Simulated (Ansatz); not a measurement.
A geometry of GaIr away from equilibrium: the start of the relaxation of a randomly generated symmetric cell of GaIr (space group No. 164). These are PBEsol (plane waves to 420 eV, PAW, scalar-relativistic; Ansatz, an electronic-structure program) values and carry that method's errors. Γ-centred k-mesh 8×8×6 on the run's cell (coarser than for final values), Fermi–Dirac smearing 0.05 eV.

```xyz
6
Lattice="4.5090 0.0000 0.0000 -2.2545 3.9049 0.0000 0.0000 0.0000 5.2991" Properties=species:S:1:pos:R:3 pbc="T T T"
Ga     0.0000     2.6032     3.4363
Ga     2.2545     1.3016     1.8629
Ga     0.0000     0.0000     0.0000
Ir     2.2545     0.0000     0.0000
Ir    -1.1272     1.9524     0.0000
Ir     1.1272     1.9524     0.0000
```

Q: Which atoms carry the largest force, and which way does it point?

A: 8.64 eV/Å, on Ga1, Ga2 (atoms numbered as listed); on Ga1 its components are (0.00, 0.00, -8.64).

Q: What is the pressure?

A: +117 GPa, compression positive.

No spin polarisation in the result.

The run could not lose the symmetry of its start: the end is stationary, and may be a saddle point rather than a minimum.

The end of the path is a generated cell of GaIr: the first start was made by a random draw of sites in a space group, and the end was not matched to a known phase here, so it may be hypothetical.
